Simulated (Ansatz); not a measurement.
# Magnetic orders of WSe

Level of theory: DFT r2SCAN+U, scalar-relativistic, plane waves, PAW in Ansatz 0.2.0.

```
W Se
1.0
     0.00000    3.10218    3.10218
     3.10218    0.00000    3.10218
     3.10218    3.10218    0.00000
W Se
1 1
Direct
  0.00000 0.00000 0.00000
  0.25000 0.25000 0.25000
```

| Property | Result |
| --- | --- |
| plane-wave cutoff | 500 eV |
| Γ-centred k-mesh | 12×12×12 |
| occupation rule | Gaussian smearing, 0.1 eV |
| U_eff on Löwdin-orthogonalised atomic d orbitals | W 6.2 eV |
| list of starting moments (μB, in atom order) | 1 0 |
| check for lower electronic states after the SCF | asked for but not made |

All runs keep this geometry, which stands near equilibrium for the lowest state (largest force there 0.000 eV/Å, pressure 0.0 GPa; forces reach 0.59 eV/Å in another state) and needn't be a stable compound; relaxing each order would shift the differences by some 5 meV/atom, going by the pressures and a bulk modulus of about 150 GPa. A propagation vector, in units of the reciprocal vectors, doubles the cell, which takes an equally dense mesh. The large starts are 2.5 0 μB. The small starts are 0.5 0 μB. Spin–orbit coupling is left out, which for heavy magnetic ions can matter as much as these differences. r2SCAN tends to overstate moments in metals. Site moments are spin moments in atom-centred spheres that scale with the neighbour distance. The states are those that the runs reached from these starts; a lower one can exist.

Starts tried: no spin; ferromagnetic; large parallel starting moments; antiferromagnetic, doubled cell, propagation vector (0, 0, 1/2); antiferromagnetic, doubled cell, propagation vector (0, 1/2, 1/2); small parallel starting moments. Which state comes out lowest, and what are the moments?

The lowest state is ferromagnetic, reached from the start “ferromagnetic” and the start “large parallel starting moments” and the start “small parallel starting moments”, with site moments (μB) W +2.99, Se -0.36.

| start | ends | energy above lowest (meV/atom) | site moments (μB) | gap on mesh (eV) | P (GPa) |
| --- | --- | --- | --- | --- | --- |
| no spin | non-magnetic | 763 | none over 0.05 | 1.42 | -2.9 |
| ferromagnetic | ferromagnetic | 0.00 | W +2.99, Se -0.36 | metal | 0.0 |
| large parallel starting moments | ferromagnetic | 0.00 | W +2.99, Se -0.36 | metal | 0.0 |
| antiferromagnetic, doubled cell, propagation vector (0, 0, 1/2) | antiferromagnetic | 122 | W +2.90, Se -0.26, W -2.90, Se +0.26 | metal | -1.1 |
| antiferromagnetic, doubled cell, propagation vector (0, 1/2, 1/2) | antiferromagnetic | 190 | W +2.87, W -2.87 | metal | -1.2 |
| small parallel starting moments | ferromagnetic | 0.00 | W +2.99, Se -0.36 | metal | 0.0 |

Cost: 6 runs of about 9.8 core-minutes in all, on Intel Xeon Platinum 8488C (Sapphire Rapids) (shared hosts).